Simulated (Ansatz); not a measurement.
**Calculated electric field gradients for MoS2**

The cell is a structure deposited in the COD, ions relaxed with PBE at fixed cell.

Space group P6_3/mmc (No. 194); a = 3.1690, c = 12.3240 Å, γ = 120.00°.

| site | Wyckoff | site symmetry | x | y | z |
| --- | --- | --- | --- | --- | --- |
| Mo | 2c | -6m2 | 0.3333 | 0.6667 | 0.2500 |
| S | 4f | 3m. | 0.3333 | 0.6667 | 0.6233 |

One atom of each set is listed.

The numbers come from a DFT calculation in Ansatz (LDA, plane waves and PAW, scalar-relativistic, collinear spin, 420 eV cutoff, Γ-centred 11×11×3 k-points, Fermi–Dirac smearing 0.02 eV). Start moments as typed (μB): 2 on each Mo, none on the rest.

C_Q = eQV_zz/h, which is 24.18 MHz for Q = 1 b and V_zz = 10²¹ V/m²; η = (V_xx − V_yy)/V_zz.

Mo-95: I = 5/2, Q = -22.00 mb; S-33: I = 3/2, Q = -69.40 mb. Q values from Pyykkö, Mol. Phys. 116, 1328 (2018).

```json
{"site": "Mo", "atoms": "2", "first shell": "6 S at 2.41 Å", "V_zz (10²¹ V/m²)": "-7.73", "η": "0.00", "C_Q (MHz)": "4.11"}
{"site": "S", "atoms": "4", "first shell": "3 Mo at 2.41 Å", "V_zz (10²¹ V/m²)": "-5.32", "η": "0.00", "C_Q (MHz)": "8.93"}
```

An axis of threefold or higher order runs through Mo and S, so V_zz lies along it and η is zero.

At this cell the LDA pressure is -5 GPa, so with LDA the cell would shrink if it were relaxed. The largest force is 0.4 eV/Å, so the atoms aren't at the calculated equilibrium and relaxing them would move these values. Without spin–orbit coupling (the program notes it for Mo) the gradients can shift somewhat, as the gap is small. The start moments die out, and the run ends without spin.

Hardware: 4 threads of Intel Xeon 6975P-C (Granite Rapids) (x86_64; 16 cores open to the job, memory cap 8.0 GiB, no GPU), a shared host with a load of 0.1 a core. Wall time 3.5 s, CPU time 11 s, peak memory 0.63 GiB.
